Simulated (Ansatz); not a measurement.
## What DFT gives for LuBi$_{2}$BrO$_{4}$

```
CELL_PARAMETERS angstrom
3.84731 0.00000 0.00000
0.00000 3.84731 0.00000
0.00000 0.00000 9.13545
ATOMIC_POSITIONS crystal
Lu 0.00000 0.00000 0.00000
Bi 0.50000 0.50000 0.72930
Bi 0.50000 0.50000 0.27070
O 0.50000 0.00000 0.85400
O 0.00000 0.50000 0.85400
O 0.50000 0.00000 0.14600
O 0.00000 0.50000 0.14600
Br 0.00000 0.00000 0.50000
```

The numbers come from plane-wave PAW DFT (Ansatz): r2SCAN, no spin polarisation, 500 eV, 7×7×3 Γ-centred k points, gaussian occupations (width 0.0336 eV). Nothing was relaxed.

Task: Is there a gap, and of what kind?

Result: The gap is 1.83 eV, indirect (the least direct gap found is 2.08 eV). A semilocal functional usually gives too small a gap.

Task: What is the character of the valence top and the conduction bottom?

Result: Within 0.7 eV of the edges, the states project mainly on O p (66 %) below the gap and on Bi p (67 %) above it.

Task: Which element gives electrons and which takes them?

Result: Bader charges in e: Lu +2.27, Bi +1.85, Br -0.72, O -1.31. In the mean Lu gives up most and O takes most.

Task: Where is the largest force?

Result: The largest is on Bi2 (and as large on other atoms): 0.53 eV/Å, components (0.00, 0.00, 0.53). It makes 59° with the line to a nearest neighbour, O4 at 2.24 Å.

Origin: a database entry at a rescaled volume. Caveats: no spin-orbit coupling, which can shift this gap by tenths of an eV.
